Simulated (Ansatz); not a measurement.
CdSe (NiAs type, space group No. 194) under volume change, plane-wave PAW PBE (Ansatz code), shape and atoms relaxed at each volume.

| V (Å³/atom) | E − E(relaxed) (meV/atom) | P (GPa) |
|---|---|---|
| 21.786 | 43.1 | 7.01 |
| 22.504 | 18.0 | 4.26 |
| 23.222 | 4.2 | 1.95 |
| 23.940 | 0.0 | 0.00 |
| 24.658 | 3.8 | -1.64 |
| 25.377 | 14.3 | -3.02 |
| 26.095 | 30.5 | -4.17 |

Q: What does a third-order Birch–Murnaghan fit give for V₀, B₀ and B′?

A: V₀ = 23.94 Å³/atom, B₀ = 59.4 GPa, B′ = 4.8.

Space group P6_3/mmc (NiAs type). The cell is a constructed one: a structure type filled with these elements; neither database checked (COD, Materials Project) lists it. It is not the phase usual at ambient conditions (space group No. 186, 216). The PBE relaxation kept the symmetry of its start; whether a distortion lowers the energy is not shown.

Potentials: the later of the program's two PAW sets.
